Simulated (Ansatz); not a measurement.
Ti₂Ga₃: pressure against volume

A database entry relaxed whole under r2SCAN (P4/m):

```xyz
10
Lattice="6.2459 0.0000 0.0000 0.0000 6.2459 0.0000 0.0000 0.0000 3.9772" Properties=species:S:1:pos:R:3 pbc="T T T"
Ti    1.8965    0.7958    1.9886
Ti    5.4500    1.8965    1.9886
Ti    4.3494    5.4500    1.9886
Ti    0.7958    4.3494    1.9886
Ga    0.0000    0.0000    0.0000
Ga    3.1229    3.1229    1.9886
Ga    1.1411    2.4728    0.0000
Ga    3.7731    1.1411    0.0000
Ga    5.1048    3.7731    0.0000
Ga    2.4728    5.1048    0.0000
```

The cell was scaled uniformly, its shape held, and the atoms relaxed at each volume with plane-wave PAW DFT (Ansatz 0.2.0; r2SCAN, 500 eV, 6×6×9 Γ-centred mesh, fermi-dirac occupations of width 0.100 eV; no spin, no spin-orbit coupling). One row is withheld.

```tsv
volume (Å³/atom)	energy over the lowest (meV/atom)	pressure (GPa)
14.585	22.2	8.31
14.895	?	?
15.205	2.1	2.44
15.516	0.0	-0.06
15.826	2.5	-2.30
16.136	9.1	-4.30
16.447	19.4	-6.09
```

**Question.** Fit the pressures of the other rows to the third-order Birch-Murnaghan form.

**Answer.** With f = [(V₀/V)^(2/3) − 1]/2 and P = 3B₀f(1 + 2f)^(5/2)[1 + 3(B₀′ − 4)f/2], least squares gives V₀ = 15.51 Å³ an atom, B₀ = 118 GPa and B₀′ = 4.4; the rows miss the fit by less than 0.01 GPa. The slope of the energies differs from these pressures by 0.11 GPa, since they are taken to zero smearing while pressures follow the free energy.

**Question.** What does the withheld row hold?

**Answer.** The fit gives 5.21 GPa at 14.895 Å³; the run gave 5.22 GPa and 9.3 meV an atom.

Caveats: the shape of the cell was held, so B₀ is an upper bound where the axes differ in stiffness; 0 K, fixed nuclei; the symmetry was kept, and this need not be the phase that is stable at 0 K; one mesh for all volumes; every run is gapless at this level; pressure is positive in compression.
